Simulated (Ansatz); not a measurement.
MgI2:
```
CELL_PARAMETERS angstrom
      4.07644     0.00000     0.00000
     -2.03822     3.53030     0.00000
      0.00000     0.00000     6.68897
ATOMIC_POSITIONS crystal
  Mg 0.00000 0.00000 0.00000
  I  0.33333 0.66667 0.24770
  I  0.66667 0.33333 0.75230
```

Relaxed with LDA.

Task: Which orbitals make up the states near the band edges in the program Ansatz at the LDA level (PAW)?

Result: Top 1 eV of the valence band: I 5p 98 %. Bottom 1 eV of the conduction band: Mg 3s 50 %, I 5p 22 %, outside the projected shells 26 %. Projections are on Löwdin-orthogonalised atomic valence shells; empty p or d shells of many metals are not among them.

Task: Tabulate the density of states.

Result: States/eV per cell of 3 atoms, in 0.25 eV bins, energy from the valence-band maximum.

```csv
E (eV),total,I 5p,Mg 3s,I 5s
-7.85,0.00,0.00,0.00,0.00
-7.60,0.00,0.00,0.00,0.00
-7.35,0.00,0.00,0.00,0.00
-7.10,0.00,0.00,0.00,0.00
-6.85,0.00,0.00,0.00,0.00
-6.60,0.00,0.00,0.00,0.00
-6.35,0.00,0.00,0.00,0.00
-6.10,0.00,0.00,0.00,0.00
-5.85,0.00,0.00,0.00,0.00
-5.60,0.00,0.00,0.00,0.00
-5.35,0.00,0.00,0.00,0.00
-5.10,0.00,0.00,0.00,0.00
-4.85,0.00,0.00,0.00,0.00
-4.60,0.00,0.00,0.00,0.00
-4.35,0.00,0.00,0.00,0.00
-4.10,0.11,0.08,0.03,0.00
-3.85,1.99,1.51,0.44,0.04
-3.60,3.40,2.55,0.72,0.10
-3.35,3.11,2.56,0.39,0.12
-3.10,2.89,2.64,0.13,0.07
-2.85,1.88,1.80,0.02,0.01
-2.60,1.24,1.17,0.03,0.01
-2.35,2.23,2.13,0.03,0.01
-2.10,2.77,2.65,0.04,0.01
-1.85,2.99,2.86,0.03,0.02
-1.60,3.44,3.30,0.03,0.01
-1.35,3.40,3.28,0.02,0.01
-1.10,3.94,3.82,0.02,0.01
-0.85,5.03,4.91,0.02,0.01
-0.60,6.09,5.99,0.01,0.01
-0.35,2.71,2.67,0.00,0.00
-0.10,0.77,0.76,0.00,0.00
0.15,0.00,0.00,0.00,0.00
0.40,0.00,0.00,0.00,0.00
0.65,0.00,0.00,0.00,0.00
0.90,0.00,0.00,0.00,0.00
1.15,0.00,0.00,0.00,0.00
1.40,0.00,0.00,0.00,0.00
1.65,0.00,0.00,0.00,0.00
1.90,0.00,0.00,0.00,0.00
2.15,0.00,0.00,0.00,0.00
2.40,0.00,0.00,0.00,0.00
2.65,0.00,0.00,0.00,0.00
2.90,0.00,0.00,0.00,0.00
3.15,0.00,0.00,0.00,0.00
3.40,0.30,0.06,0.17,0.00
3.65,1.06,0.23,0.56,0.01
3.90,1.64,0.37,0.82,0.02
4.15,1.61,0.37,0.77,0.04
4.40,1.78,0.42,0.84,0.06
4.65,1.52,0.33,0.68,0.08
4.90,0.93,0.04,0.08,0.01
5.15,1.42,0.03,0.05,0.01
5.40,2.35,0.07,0.12,0.01
5.65,2.60,0.08,0.12,0.01
5.90,2.42,0.08,0.09,0.01
6.15,3.64,0.11,0.10,0.01
6.40,3.09,0.08,0.08,0.01
6.65,2.46,0.06,0.04,0.00
6.90,4.29,0.11,0.06,0.00
7.15,4.21,0.12,0.10,0.01
7.40,3.13,0.09,0.07,0.00
7.65,2.97,0.07,0.06,0.00
7.90,2.01,0.04,0.04,0.00
8.15,1.46,0.02,0.02,0.00
```

Space group P-3m1 (CdI2 type). The LDA relaxation kept the symmetry of its start; phonons on a q-mesh show no instability. A crystal of weakly bound layers computed without a dispersion correction: the cell and the soft elastic constants depend strongly on that. Spin–orbit coupling is left out wherever it is not named.

Potentials: the later of the program's two PAW sets.
